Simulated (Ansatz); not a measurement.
Relaxed-ion elastic tensor of BiPt (NiAs type, P6_3/mmc) in GPa (Voigt order), plane-wave PAW r²SCAN (Ansatz code); density 14.59 g/cm³, 23.00 Å³ per atom.

```
 152   104  87.6   0.0   0.0   0.0
 104   152  87.6   0.0   0.0   0.0
87.6  87.6   212   0.0   0.0   0.0
 0.0   0.0   0.0  32.3   0.0   0.0
 0.0   0.0   0.0   0.0  32.3   0.0
 0.0   0.0   0.0   0.0   0.0  24.2
```

Is the crystal mechanically stable?

Yes: the smallest eigenvalue of C is 24.2 GPa.

Work out the Voigt, Reuss and Hill averages.

K_V = 119, K_R = 118, K_H = 119; G_V = 33.6, G_R = 30.7, G_H = 32.2 GPa.

Give Young's modulus, Poisson's ratio, Pugh's ratio and the universal anisotropy index.

E = 9KG/(3K + G) = 88.5 GPa; ν = 0.38; K/G = 3.69 (ductile by the Pugh limit of 1.75); A_U = 5G_V/G_R + K_V/K_R − 6 = 0.48.

Estimate the sound speeds and the Debye temperature.

v_l = √((K + 4G/3)/ρ) = 3330 m/s, v_t = √(G/ρ) = 1480 m/s, mean 1680 m/s; Θ = (h/k)(3n/4πV)^(1/3) v_m = 175 K.

Solve the Christoffel equation for the three sound speeds along x, y, z.

Eigenvalues of C_ijkl n_j n_l equal ρv². In km/s, slowest first: x 1.29, 1.49, 3.23; y 1.29, 1.49, 3.23; z 1.49, 1.49, 3.81.

How much does each axis shrink under pressure?

Linear compressibilities β_i = Σ_j S_ij (j = 1 to 3): x 3.2, y 3.2, z 2.1 per TPa.

The workflow started from a Materials Project entry (that database holds measured and hypothetical structures alike); the Crystallography Open Database files this formula in space group No. 194, but the cells were not matched. Whether it is the stable phase at ambient conditions was not checked. Symmetry was held in the r²SCAN relaxation; of distortions, only those at the zone centre were tested. The run is not spin-polarised. As this level gives no gap, shear constants depend on the k-mesh and smearing (Fermi–Dirac, 0.1 eV here). Spin–orbit coupling is left out wherever it is not named.

Potentials: the later of the program's two PAW sets.
